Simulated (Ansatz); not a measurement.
As:
```yaml
crystal:
  lattice:
    - [0.00000, 3.05438, 3.05438]
    - [3.05438, 0.00000, 3.05438]
    - [3.05438, 3.05438, 0.00000]
  atoms:
    - { symbol: As, position: [0.00000, 0.00000, 0.00000] }
    - { symbol: As, position: [0.25000, 0.25000, 0.25000] }
```

Relaxed with PBE. Special points in fractions of this cell's reciprocal vectors: Γ (0.000, 0.000, 0.000); X (0.500, 0.000, 0.500); U (0.625, 0.250, 0.625); K (0.375, 0.375, 0.750); L (0.500, 0.500, 0.500); W (0.500, 0.250, 0.750).

Task: List the band energies nearest the Fermi level at these points for PBE (plane waves, PAW; program Ansatz).

Result: In eV from the Fermi level; about four levels below and three above (degenerate sets whole), none deeper than 8.9 eV; points with the same levels are listed once.

```json
[
 {"k": "Γ", "below": "-5.98 -2.03 -2.03 -2.03", "above": "0.70 0.70 0.70"},
 {"k": "X", "below": "-4.00 -4.00 -0.57 -0.57", "above": "5.05 5.05 7.54 7.54"},
 {"k": "U", "below": "-4.68 -3.71 -0.52", "above": "1.48 3.79 4.02"},
 {"k": "L", "below": "-2.95 -2.95 -2.62", "above": "1.93 1.93 4.82"},
 {"k": "W", "below": "-4.40 -4.40", "above": "1.07 1.07 3.12 3.12"}
]
```

Space group Fd-3m (diamond). The start of the workflow was typed in or built on a structure type; neither database checked (COD, Materials Project) lists it. It is not the phase usual at ambient conditions (space group No. 166). The PBE relaxation kept the symmetry of its start; whether a distortion lowers the energy is not shown. Spin–orbit coupling is left out wherever it is not named.

Potentials: the earlier of the program's two PAW sets.
